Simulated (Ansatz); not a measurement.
ZrSe$_{2}$ (rutile, space group No. 136), PBE in the plane-wave PAW code Ansatz, all energies at zero smearing, with the estimated change up to a 700 eV cutoff added, with one set of potentials and settings (totals compare only within such a set). Cell of 6 atoms (2 Zr, 4 Se): -30251.241 eV.

```
element                reference phase  E (eV/atom)
-------  -----------------------------  -----------
Zr       P6_3/mmc, 2 atoms in the cell   -4183.8362
Se         P3_121, 3 atoms in the cell   -5469.0798
```

Formation energy per atom, worked out: (-30251.241 − 2×(-4183.8362) − 4×(-5469.0798))/6 = -1.208 eV/atom (-117 kJ per mol of atoms), at 0 K, without zero-point energy or fitted corrections.

Space group P4_2/mnm (rutile). A made-up cell: these elements were put on the sites of a structure type; neither database checked (COD, Materials Project) lists it. COD files the formula under space group No. 164, so this cell is another polymorph or a model. Its standing as an ambient phase is unchecked. Symmetry was held in the PBE relaxation; its stability against distortions is not shown here. No spin polarisation was allowed. The references are the lowest solids computed at this level, not always the standard phases.

Potentials: the later of the program's two PAW sets.
